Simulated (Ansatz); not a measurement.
KCl (rock salt)

```
KCl
1.0
    0.00000     3.19058     3.19058
    3.19058     0.00000     3.19058
    3.19058     3.19058     0.00000
Cl K
1 1
Direct
  0.00000   0.00000   0.00000
  0.50000   0.50000   0.50000
```

Level of theory: PBE (plane waves to 420 eV, PAW, scalar-relativistic; Ansatz, an electronic-structure program). DFPT wavenumbers on a 8×8×8 k mesh, in cm⁻¹; i marks imaginary ones, q is in fractions of the reciprocal vectors of the cell shown, and the three acoustic modes at Γ are left out. The non-analytic (LO-TO) term is not included, so polar modes at Γ have their transverse values. KCl was relaxed with its symmetry unable to fall.

Problem. Is the structure dynamically stable at Γ, L = (0.5, 0.0, 0.0), X = (0.5, 0.5, 0.0)?

Solution. No imaginary mode at these points (lowest 60 cm⁻¹ at X = (0.5, 0.5, 0.0)); other wave vectors were not tested.

Problem. List the wavenumbers at Γ, L = (0.5, 0.0, 0.0), X = (0.5, 0.5, 0.0), with degeneracies.

Solution. 
| q | wavenumbers (cm⁻¹) |
|---|---|
| Γ | 125 (×3) |
| L = (0.5, 0.0, 0.0) | 92 (×2), 100 (×2), 143, 146 |
| X = (0.5, 0.5, 0.0) | 60 (×2), 107, 130 (×2), 136 |
